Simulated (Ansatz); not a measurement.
WS₂:
Space group P6₃/mmc (No. 194); a = b = 3.1720 Å, c = 12.5522 Å, α = β = 90.00°, γ = 120.00°

| atom | site | symmetry | x | y | z |
|---|---|---|---|---|---|
| W | 2c | -6m2 | 0.3333 | 0.6667 | 0.2500 |
| S | 4f | 3m. | 0.6667 | 0.3333 | 0.1257 |

Relaxed at zero pressure with r²SCAN+D4 (plane waves, PAW; program Ansatz).

The volume is lowered by 9 % and shape and atoms relax at that volume. What pressure results, and how do the axes share the change?

6.3 GPa; a -1.4 %, b -1.4 %, c -6.3 %; the energy rises by 27 meV/atom.

Give the new structure.


Space group P6₃/mmc (No. 194); a = b = 3.127 Å, c = 11.757 Å, α = β = 90.00°, γ = 120.00°

```json
[
 {"atom": "W", "site": "2c", "symmetry": "-6m2", "x": "0.3333", "y": "0.6667", "z": "0.2500"},
 {"atom": "S", "site": "4f", "symmetry": "3m.", "x": "0.6667", "y": "0.3333", "z": "0.1170"}
]
```

The phase is kept; no other phase was compared at this pressure.

Space group P6_3/mmc. The cell was relaxed with r²SCAN+D4 under the symmetry of its start; phonons on a q-mesh show no instability. The run is not spin-polarised. Spin–orbit coupling is left out wherever it is not named.

Potentials: the earlier of the program's two PAW sets.
